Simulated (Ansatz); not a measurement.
CoPtW:
```
CELL_PARAMETERS angstrom
      2.73992     0.00000     0.00000
     -1.36996     2.37284     0.00000
      0.00000     0.00000     6.54855
ATOMIC_POSITIONS crystal
  Co 0.00000 0.00000 0.99568
  Pt 0.33333 0.66667 0.32729
  W  0.66667 0.33333 0.67703
```
The run is spin-polarised; directions of the spins, atom by atom: ↑ 0 0.

Relaxed with r²SCAN.

Q: Map the valence electron density (e/Å³), cut off at 5 on the plane through (0.000, 0.000, 0.996) spanned by u = [1, 0, 0] and v = [0, 1, -1] in lattice vectors, from the program Ansatz at the r²SCAN level (PAW).

A: x is the fraction of u, y of v (the angle between them is 101°; rows are the nearest grid lines); atoms in the plane: Co at (0.00, 0.00), Pt at (0.33, 0.67), W at (0.66, 0.32).
```
|@@@@-.     .-@@@@|
|@@%-.       -#@@@|
|*=:.        .-+#*|
|                 |
|                 |
|  .:-+*+=:.      |
| .-*@@@@@+:.     |
|.=@@@@@@@@=.    .|
|:+@@@@@@@%-.    :|
|.=#@@@@@*:.     .|
|.:=*##*=:.      .|
|                 |
|                 |
|        .:----.. |
|       .-+#%%*=: |
|.    .:*@@@%@@%=.|
|.    .-#@@##@@#-.|
|     .:+%@@@%+-. |
|      .-=**+=:.  |
|                 |
|                 |
|*#+-.        .:=*|
|@@@#-.      .-%@@|
|@@@@-.     .-@@@@|
```
Scale: ten equal steps from 0.218 (start of ' ') to 5.00 (end of '@'), in the order ' .:-=+*#%@'; x runs from 0.000 to 1.00, y from 0.000 (bottom) to 1.00 (top).

The density is the valence pseudo-density with augmentation charge, so density and ELF within about 1 Å of a nucleus are not all-electron values.

Space group P3m1. The start of the workflow was typed in or built on a structure type; neither database checked (COD, Materials Project) lists it. Its standing as an ambient phase is unchecked. The cell was relaxed with r²SCAN under the symmetry of its start; its stability against distortions is not shown here. Spin order of the final state: ferromagnetic, the only order run, not a proven ground state. Other orbital occupations within this spin state were not tried. Scalar-relativistic: spin–orbit coupling is off unless named, which matters more the heavier the elements.

Potentials: the later of the program's two PAW sets.
